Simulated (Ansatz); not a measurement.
With r²SCAN (plane waves, PAW; program Ansatz), Sn$_{3}$O$_{4}$ in the orthorhombic phase (Pbam; Sn on 4h, Sn on 2c, O on 4g, O on 4h) relaxes to a = 7.694 Å, b = 9.304 Å, c = 3.234 Å. Sn on 2c has 6 nearest neighbours from 2.06 Å (octahedral); O on 4g has 3 nearest neighbours from 2.06 Å (trigonal pyramidal). Its formation energy from the elements is -141 kJ/mol-atom, with no fitted shifts.

The Kohn–Sham gap is 1.33 eV (indirect). Electrons at the band edge weigh 0.34, 0.42, 0.71 mₑ (principal values). The hole mass is 0.52, 0.89, 1.3 mₑ (principal values).

Bader charges are Sn +1.36 to +2.53, O -1.33 to -1.29 e.

The start of the workflow was typed in or built on a structure type; neither database checked (COD, Materials Project) lists it. Its standing as an ambient phase is unchecked. Symmetry was held in the r²SCAN relaxation; its stability against distortions is not shown here. The volume moved by 33 % from the start of the relaxation. The references are the lowest solids computed at this level, not always the standard phases (solids in place of the gases). Spin–orbit coupling is left out wherever it is not named.

Potentials: the earlier of the program's two PAW sets. The files were generated under PBE; for other functionals the program regenerates the frozen cores, and for LDA and PBEsol the local potential too.
